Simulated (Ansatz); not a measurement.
CaTlBr3 in space group Cmcm (No. 63; Ca on 4a, Tl on 4c, Br on 8f, Br on 4c), DFT-r²SCAN+D4 in the program Ansatz with PAW potentials, all energies at zero smearing, with the estimated change up to a 700 eV cutoff added, with one set of potentials and settings (totals compare only within such a set). Cell of 10 atoms (2 Ca, 2 Tl, 6 Br): -43336.668 eV.

| element | reference phase | E (eV/atom) |
|---|---|---|
| Ca | Fm-3m, 1 atoms in the cell | -1821.7300 |
| Tl | P6_3/mmc, 2 atoms in the cell | -11458.6947 |
| Br | Cmce, 4 atoms in the cell | -2792.9529 |

Formation energy per atom, worked out: (-43336.668 − 2×(-1821.7300) − 2×(-11458.6947) − 6×(-2792.9529))/10 = -1.810 eV/atom (-175 kJ per mol of atoms), at 0 K, without zero-point energy or fitted corrections.

The workflow started from a Materials Project entry (that database holds measured and hypothetical structures alike); the Crystallography Open Database copy checked does not list it. Whether it is the stable phase at ambient conditions was not checked. The cell was relaxed with r²SCAN+D4 under the symmetry of its start; whether a distortion lowers the energy is not shown. The references are the lowest solids computed at this level, not always the standard phases. Scalar-relativistic: spin–orbit coupling is off unless named, which matters more the heavier the elements.

Potentials: the later of the program's two PAW sets.
